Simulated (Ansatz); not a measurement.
MgH2 (rutile, P4_2/mnm) under volume change, the program Ansatz at the PBEsol level (PAW), shape and atoms relaxed at each volume.

```json
[
 {"V (Å³/atom)": "9.145", "E − E(relaxed) (meV/atom)": "?", "P (GPa)": "?"},
 {"V (Å³/atom)": "9.446", "E − E(relaxed) (meV/atom)": "6.1", "P (GPa)": "3.42"},
 {"V (Å³/atom)": "9.748", "E − E(relaxed) (meV/atom)": "?", "P (GPa)": "?"},
 {"V (Å³/atom)": "10.049", "E − E(relaxed) (meV/atom)": "0.0", "P (GPa)": "-0.02"},
 {"V (Å³/atom)": "10.351", "E − E(relaxed) (meV/atom)": "1.4", "P (GPa)": "-1.43"},
 {"V (Å³/atom)": "10.652", "E − E(relaxed) (meV/atom)": "5.2", "P (GPa)": "-2.65"},
 {"V (Å³/atom)": "10.954", "E − E(relaxed) (meV/atom)": "11.2", "P (GPa)": "-3.71"}
]
```

**Question.** Fill in the missing entries.

**Answer.** 
- 9.748, E − E(relaxed) (meV/atom): 1.4
- 9.748, P (GPa): 1.58
- 9.145, E − E(relaxed) (meV/atom): 14.5
- 9.145, P (GPa): 5.52

**Question.** What does a third-order Birch–Murnaghan fit give for V₀, B₀ and B′?

**Answer.** V₀ = 10.04 Å³/atom, B₀ = 50.0 GPa, B′ = 3.5.

The PBEsol relaxation kept the symmetry of its start; of distortions, only those at the zone centre were tested.

Potentials: the later of the program's two PAW sets.
